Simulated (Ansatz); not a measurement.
**Calculation log, YIn (Pm-3m) (relaxation)**

Method: PBEsol, PAW on Ansatz 0.2.0's default frozen-core files (fitted under PBE), scalar-relativistic.

Launched as:

```sh
ansatz run input.yaml --threads 1 --pin off --max-ram 3072MiB --backend cpu --events-out ev --progress --plain --runs-dir out
```

Input file:

```yaml
crystal:
  lattice:
    - [3.81, 0.0, 0.0]
    - [0.0, 3.81, 0.0]
    - [0.0, 0.0, 3.81]
  atoms:
    - { symbol: "Y", position: [0.5, 0.5, 0.5] }
    - { symbol: In, position: [0.0, 0.0, 0.0] }
kpoints:
  mp_grid: { grid: [10, 10, 10] }
scf:
  occupations: { method: fermi_dirac, width: 0.05 }
hamiltonian:
  xc: pbesol
  pseudopotentials: { kind: paw }
relax:
  f_tol: 0.002
  max_steps: 80
  cell: {}
output:
  forces: true
  stress: true
```

Output (shortened where marked):

```
Warning: RAYON_NUM_THREADS=1 ignored (pool sized by the plan → 1); use --threads N
Engine: ansatz 0.2.0, aarch64-unknown-linux-gnu
Pseudopotentials: kind: paw
Pseudopotential: Y, paw, valence charge 11, recommended cutoff 420 eV (normal), Y.paw.azcp
Pseudopotential: In, paw, valence charge 13, recommended cutoff 420 eV (normal), In.paw.azcp
Functional definition: PBEsol
  exchange = pbesol_x
  correlation = pbesol_c
Crystal: 2 atoms, lattice volume = 55.306 Å³
Basis set: ecut = 420 eV, 1045 PW (Γ), exchange–correlation on 54×54×54 points (8 copies of the dense FFT grid, shifted against one another)
Bands: 16, of which v1, the nominal top of the filled ones, is band 12 counted from 1 (11 counted from 0)
Symmetry: 48 space group operations
Space group: Pm-3m (ITA 221), of the structure as read, at distance tolerance 3.8e-5 Å
k-points: 56 of 1000
Non-local potential: Y, projectors of the file, l = 0: 3, l = 1: 2, l = 2: 2, l = 3: 1
Non-local potential: In, projectors of the file, l = 0: 2, l = 1: 2, l = 2: 2, l = 3: 2
PAW form: soft (Blöchl's): semilocal exchange-correlation on the pseudo side does not see the compensation charge
[... 67 lines left out ...]
Entropy (-TS):   -0.007469 eV (-3.734 meV/atom)
Fermi energy:    11.687361 eV
--- Per-component energies (eV) ---
  E_band       = -103.717853
  E_kinetic    = 550.164397
  E_local      = -1589.884257  (includes V_loc(G=0)·N_el)
  E_nonlocal   = 418.309174
  E_hartree    = 586.624560
  E_xc         = -387.014661
  E_vxc        = -300.422533  (∫ρ·V_xc dr)
  E_paw        = -6855.925500  (= ΣΔE_a)
  E_vpaw       = -355.133793  (= ΣTr[D̂ρ^β])
  E_aug_tail   = 0.000028  (compensation charges beyond the density's cutoff)
  E_ewald      = -2044.257256
  E_core_change = 0.384675  (= ΣΔE_core)
  E_smearing   = -0.007469  (= −TS)
  E_closure    = 0.000000  (closes the sum)
  Σ components = -9321.606308   (vs F -9321.606308, Δ=0.00e0)
--- Forces (eV/Å), atoms counted from 1 ---
  atom   1  Y     -0.00000000     0.00000000     0.00000000
  atom   2  In    -0.00000000     0.00000000    -0.00000000
  max |Σ_I F_I| component: 1.89e-29 eV/Å
--- Stress (GPa, compression-positive) ---
       -0.011469       0.000000       0.000000
        0.000000      -0.011469      -0.000000
        0.000000      -0.000000      -0.011469
  P = ⅓ Tr σ = -0.0115 GPa (-0.115 kbar)
--- Relaxed structure (4 steps of the walk, 4 accepted, 1 SCFs on fresh bases) ---
  F+E_penalty+E_count = -9321.60630841 eV   max|allowed force component| = 7.363e-30 eV/Å   (the final SCF, on the basis selected at the relaxed cell)
  cell:  # Å, volume = 50.8881 Å³
    - [3.7057161749304823, -7.3827314534844035e-34, 1.2839532962581573e-33]
    - [-6.098778157226247e-34, 3.7057161749304823, -1.2839532962581572e-34]
    - [1.7975346147614202e-33, 0.0, 3.7057161749304823]
  atoms:
    - { symbol: Y, position: [0.5000000000000001, 0.5000000000000001, 0.5000000000000001] }
    - { symbol: In, position: [-1.6849780790808622e-35, 5.265556497123983e-36, 4.212445197689704e-36] }
```

Self-consistency was reached.

**Relaxation**

Relaxation of a crystal by Kohn-Sham DFT from the given cell to forces under 2 meV/angstrom; pressure positive in compression.

```
Energy change           : -33.35 meV/atom
Volume change           : -7.989 %
Length change (a, b, c) : -2.737, -2.737, -2.737 %
Start pressure          : -4.49 GPa
```

Known limits: frozen-core PAW files fitted under PBE, their cores solved anew for the functional of the run.

Cost: 14 s on 1 thread of Arm Neoverse V1, with other jobs on the host, peak memory 0.36 GiB.
